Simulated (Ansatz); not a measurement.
Input, command and steps of an Ansatz relaxation.

```yaml
crystal:
  lattice:
    - [5.93, 0.0, 0.0]
    - [0.0, 5.93, 0.0]
    - [0.0, 0.0, 6.98]
  atoms:
    - { symbol: Ge, position: [0.075, 0.075, 0.0] }
    - { symbol: Ge, position: [0.425, 0.575, 0.75] }
    - { symbol: Ge, position: [0.925, 0.925, 0.5] }
    - { symbol: Ge, position: [0.575, 0.425, 0.25] }
    - { symbol: Ge, position: [0.1667, 0.375, 0.25] }
    - { symbol: Ge, position: [0.125, 0.6667, 0.0] }
    - { symbol: Ge, position: [0.8333, 0.625, 0.75] }
    - { symbol: Ge, position: [0.875, 0.3333, 0.5] }
    - { symbol: Ge, position: [0.6667, 0.125, 0.0] }
    - { symbol: Ge, position: [0.625, 0.8333, 0.25] }
    - { symbol: Ge, position: [0.3333, 0.875, 0.5] }
    - { symbol: Ge, position: [0.375, 0.1667, 0.75] }
basis:
  ecutwfc: 500
kpoints:
  mp_grid: { grid: [6, 6, 4] }
hamiltonian:
  xc: r2scan
scf:
  occupations: { method: gaussian, width: 0.02 }
output:
  forces: true
  stress: true
  eigenvalues: true
relax:
  adjacent_minimum: "off"
  f_tol: 0.01
  max_steps: 40
```

```bash
ansatz run input.yaml --threads 4 --pin off --max-ram 10240MiB --backend cpu --events-out ev --progress --plain --runs-dir out
```

Theory: DFT r2SCAN, scalar-relativistic, plane waves, PAW (Ansatz).

Of 4 frames 4 are shown, positions in Å and forces in eV/Å; the SCF threshold varies from step to step.

```xyz
12
Lattice="5.9300 0.0000 0.0000 0.0000 5.9300 0.0000 0.0000 0.0000 6.9800" Properties=species:S:1:pos:R:3:forces:R:3 pbc="T T T" step=1 free_energy_over_end_meV_per_atom=15.65
Ge    0.4447    0.4447    0.0000    0.6562    0.6562    0.0000
Ge    2.5202    3.4097    5.2350   -0.6562    0.6562    0.0000
Ge    5.4852    5.4852    3.4900   -0.6562   -0.6562    0.0000
Ge    3.4097    2.5202    1.7450    0.6562   -0.6562    0.0000
Ge    0.9885    2.2237    1.7450   -0.1842   -0.3192   -0.2744
Ge    0.7412    3.9535    0.0000    0.3192   -0.1842   -0.2744
Ge    4.9415    3.7062    5.2350    0.1842    0.3192   -0.2744
Ge    5.1887    1.9765    3.4900   -0.3192    0.1842   -0.2744
Ge    3.9535    0.7412    0.0000   -0.1842    0.3192    0.2744
Ge    3.7062    4.9415    1.7450    0.3192    0.1842    0.2744
Ge    1.9765    5.1887    3.4900    0.1842   -0.3192    0.2744
Ge    2.2237    0.9885    5.2350   -0.3192   -0.1842    0.2744
12
Lattice="5.9300 0.0000 0.0000 0.0000 5.9300 0.0000 0.0000 0.0000 6.9800" Properties=species:S:1:pos:R:3:forces:R:3 pbc="T T T" step=2 free_energy_over_end_meV_per_atom=1.06
Ge    0.5207    0.5207    0.0000   -0.0854   -0.0854    0.0000
Ge    2.4443    3.4857    5.2350    0.0854   -0.0854    0.0000
Ge    5.4093    5.4093    3.4900    0.0854    0.0854    0.0000
Ge    3.4857    2.4443    1.7450   -0.0854    0.0854    0.0000
Ge    1.0220    2.2285    1.7125    0.0012   -0.0321    0.0838
Ge    0.7365    3.9870   -0.0325    0.0321    0.0012    0.0838
Ge    4.9080    3.7015    5.2025   -0.0012    0.0321    0.0838
Ge    5.1935    1.9430    3.4575   -0.0321   -0.0012    0.0838
Ge    3.9870    0.7365    0.0325    0.0012    0.0321   -0.0838
Ge    3.7015    4.9080    1.7775    0.0321   -0.0012   -0.0838
Ge    1.9430    5.1935    3.5225   -0.0012   -0.0321   -0.0838
Ge    2.2285    1.0220    5.2675   -0.0321    0.0012   -0.0838
12
Lattice="5.9300 0.0000 0.0000 0.0000 5.9300 0.0000 0.0000 0.0000 6.9800" Properties=species:S:1:pos:R:3:forces:R:3 pbc="T T T" step=3 free_energy_over_end_meV_per_atom=0.01
Ge    0.5084    0.5084    0.0000   -0.0005   -0.0005    0.0000
Ge    2.4566    3.4734    5.2350    0.0005   -0.0005    0.0000
Ge    5.4216    5.4216    3.4900    0.0005    0.0005    0.0000
Ge    3.4734    2.4566    1.7450   -0.0005    0.0005    0.0000
Ge    1.0115    2.2115    1.7303    0.0115   -0.0116    0.0003
Ge    0.7535    3.9765   -0.0147    0.0116    0.0115    0.0003
Ge    4.9185    3.7185    5.2203   -0.0115    0.0116    0.0003
Ge    5.1765    1.9535    3.4753   -0.0116   -0.0115    0.0003
Ge    3.9765    0.7535    0.0147    0.0115    0.0116   -0.0003
Ge    3.7185    4.9185    1.7597    0.0116   -0.0115   -0.0003
Ge    1.9535    5.1765    3.5047   -0.0115   -0.0116   -0.0003
Ge    2.2115    1.0115    5.2497   -0.0116    0.0115   -0.0003
12
Lattice="5.9300 0.0000 0.0000 0.0000 5.9300 0.0000 0.0000 0.0000 6.9800" Properties=species:S:1:pos:R:3:forces:R:3 pbc="T T T" step=4 free_energy_over_end_meV_per_atom=0.00
Ge    0.5088    0.5088    0.0000    0.0004    0.0004    0.0000
Ge    2.4562    3.4738    5.2350   -0.0004    0.0004    0.0000
Ge    5.4212    5.4212    3.4900   -0.0004   -0.0004    0.0000
Ge    3.4738    2.4562    1.7450    0.0004   -0.0004    0.0000
Ge    1.0124    2.2099    1.7315    0.0022   -0.0017    0.0000
Ge    0.7551    3.9774   -0.0135    0.0017    0.0022    0.0000
Ge    4.9176    3.7201    5.2215   -0.0022    0.0017    0.0000
Ge    5.1749    1.9526    3.4765   -0.0017   -0.0022    0.0000
Ge    3.9774    0.7551    0.0135    0.0022    0.0017    0.0000
Ge    3.7201    4.9176    1.7585    0.0017   -0.0022    0.0000
Ge    1.9526    5.1749    3.5035   -0.0022   -0.0017    0.0000
Ge    2.2099    1.0124    5.2485   -0.0017    0.0022    0.0000
```

It took 4.2 min on 4 threads of Intel(R) Xeon(R) Processor @ 2.50GHz (Skylake/Cascade Lake) (shared host), peak memory 1.7 GiB.